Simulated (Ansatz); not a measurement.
Consider the following.

Starting cell, Rh (fcc, Cu type):

```yaml
crystal:
  lattice:
    - [3.80000, 0.00000, 0.00000]
    - [0.00000, 3.80000, 0.00000]
    - [0.00000, 0.00000, 3.80000]
  atoms:
    - { symbol: Rh, position: [0.00000, 0.00000, 0.00000] }
    - { symbol: Rh, position: [0.50000, 0.50000, 0.00000] }
    - { symbol: Rh, position: [0.50000, 0.00000, 0.50000] }
    - { symbol: Rh, position: [0.00000, 0.50000, 0.50000] }
```

Two-dimensional scan of atom 1 (Rh, nearest neighbour Rh at 2.687 Å; its periodic images, 3.8 Å or more away, move with it): u runs along (1.000, 0.000, 0.000), v along (0.000, 0.000, 1.000) (Cartesian). Cell and other atoms are fixed.

Level of theory: r2SCAN (plane waves to 500 eV, PAW, scalar-relativistic; Ansatz, an electronic-structure program). k mesh 10×10×10 (Γ-centred), Fermi-Dirac smearing 0.05 eV. Energies are smeared free energies. Points where atoms come too close for the PAW data are left out (x in tables, blank in figures). With partly filled bands, energies and forces of such displacements shift with the k mesh and the smearing. Rh is run without spin polarisation. Rh was relaxed with its symmetry unable to fall. ΔE is measured from the undisplaced structure. Axes are in Å.

The scan covers u from -0.400 to 0.400 Å in 7 points and v from -0.400 to 0.400 Å in 7 points.

Question: Is the undisplaced position a minimum, a maximum or a saddle of this map?

Answer: A minimum.

Question: What are the two principal curvatures of the energy at the centre?

Answer: 11.5 eV/Å², isotropic.

(A displaced cell: forces are minus the slopes of the energy, force constants its curvatures, and phonons follow from these.)
